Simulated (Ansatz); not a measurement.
HgTe:
```xyz
2
Lattice="0.0000 3.2864 3.2864 3.2864 0.0000 3.2864 3.2864 3.2864 0.0000" Properties=species:S:1:pos:R:3 pbc="T T T"
Te     4.9296     4.9296     4.9296
Hg     0.0000     0.0000     0.0000
```

Relaxed with r²SCAN. Special points in fractions of this cell's reciprocal vectors: Γ (0.000, 0.000, 0.000); X (0.500, 0.000, 0.500); U (0.625, 0.250, 0.625); K (0.375, 0.375, 0.750); L (0.500, 0.500, 0.500); W (0.500, 0.250, 0.750).

### Question
List the band energies nearest the Fermi level at these points for the program Ansatz at the r²SCAN with spin–orbit coupling level (PAW).

### Answer
In eV from the Fermi level; about four levels below and three above (degenerate sets whole), none deeper than 8.9 eV; points with the same levels are listed once.

| k | below | above |
|---|---|---|
| Γ | -0.77 -0.77 -0.75 -0.75 | 0.00 0.00 0.00 0.00 |
| X | -2.52 -2.52 -2.33 -2.33 | 1.87 1.87 2.60 2.60 |
| U | -3.06 -3.00 -2.05 -2.03 | 2.12 2.31 4.01 |
| L | -1.46 -1.46 -0.93 -0.93 | 0.69 0.69 4.87 4.87 |
| W | -2.94 -2.74 -2.64 -2.59 | 2.78 3.20 4.62 |

Space group F-43m (zinc blende). The cell was relaxed with r²SCAN under the symmetry of its start; of distortions, only those at the zone centre were tested. The Fermi level of a semimetal is unsure by some 0.05 eV on such meshes.

Potentials: the later of the program's two PAW sets.
